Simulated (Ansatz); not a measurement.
Input and command of a plane-wave DFT calculation in Ansatz:

```yaml
crystal:
  lattice:
    - [1.44279332, -1.44279332, -1.37608145]
    - [1.44279332, 1.44279332, -1.37608145]
    - [2.88558664, 0.0, 2.7521629]
  atoms:
    - { symbol: Cu, position: [-0.0626903184, -0.0626903184, -8.17711e-05] }
    - { symbol: Cu, position: [0.5626903184, 0.5626903184, 0.5000817711] }
basis:
  ecutwfc: 420
kpoints:
  mp_grid: { grid: [20, 20, 12] }
hamiltonian:
  xc: pbesol
scf:
  occupations: { method: gaussian, width: 0.15 }
output:
  forces: true
  stress: true
  eigenvalues: true
  write_density: true
  write_potential: true
  elf: true
  volumetric_format: npy
```

```bash
ansatz run input.yaml --threads 2 --pin off --max-ram 5120MiB --backend cpu --events-out ev --progress --plain --runs-dir out
```

Processor: Intel(R) Xeon(R) Platinum 8488C (Sapphire Rapids), 2 threads, on a host shared with other jobs.

Problem. How long does it run, and how much memory does it take?

Solution. About 21 s on 2 threads of Intel(R) Xeon(R) Platinum 8488C (Sapphire Rapids), on a shared host, peak memory 0.81 GiB. It solves 23 bands at 1272 k points (the mesh reduced by symmetry) with about 449 plane waves, in 6 SCF iterations.
